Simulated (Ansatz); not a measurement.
**MnZn: computed property card**

MnZn:
```cif
data_MnZn
_chemical_formula_sum 'Zn1 Mn1'
_space_group_name_H-M_alt 'P 1'
_space_group_IT_number 1
_cell_length_a 2.93695
_cell_length_b 2.93695
_cell_length_c 2.93695
_cell_angle_alpha 90.000
_cell_angle_beta 90.000
_cell_angle_gamma 90.000
loop_
_space_group_symop_operation_xyz
  'x, y, z'
loop_
_atom_site_label
_atom_site_type_symbol
_atom_site_fract_x
_atom_site_fract_y
_atom_site_fract_z
_atom_site_occupancy
Zn1 Zn 0.50000 0.50000 0.50000 1
Mn1 Mn 0.00000 0.00000 0.00000 1
```
The run is spin-polarised; directions of the spins, atom by atom: 0 ↑.

Space group Pm-3m (No. 221), CsCl type; conventional cell a = b = c = 2.9370 Å, α = β = γ = 90.00°.

Method: DFT-PBEsol in the program Ansatz with PAW potentials. Geometry: relaxed at this level of theory. Other levels are named where they apply.

**Cell and energy**

| Quantity | Value |
|---|---|
| Volume per atom | 12.67 Å³ |
| Density | 7.89 g/cm³ |
| Formation energy from the elements (no fitted shifts) | 0.15 eV/atom |

**Electronic structure**

| Quantity | Value |
|---|---|
| Electronic character | metallic (no gap) |
| Density of states at the Fermi level | 0.56 states/eV per atom (mean over ±0.08 eV) |

**Magnetism**

| Quantity | Value |
|---|---|
| Magnetic order | ferromagnetic |
| Net moment | 1.39 μB per atom |

**Mechanics**

| Quantity | Result |
|---|---|
| Bulk modulus (Birch–Murnaghan fit) | 135 GPa |
| Pressure derivative B′ | 5.8 |
| Elastic constants (relaxed ions, GPa) | C11 = 151, C12 = 130, C44 = 124 |
| Mechanical stability | stable (all eigenvalues of C positive) |

The workflow started from an entry of the Crystallography Open Database (COD). Its standing as an ambient phase is unchecked. The cell was relaxed with PBEsol under the symmetry of its start; its stability against distortions is not shown here. Magnetic state: ferromagnetic, chosen from 3 collinear starts compared on coarse meshes (ties went to the first, and starts can fall back to one state), not a proven ground state. As this level gives no gap, shear constants depend on the k-mesh and smearing (Fermi–Dirac, 0.1 eV here). The references are the lowest solids computed at this level, not always the standard phases.

Potentials: the later of the program's two PAW sets.
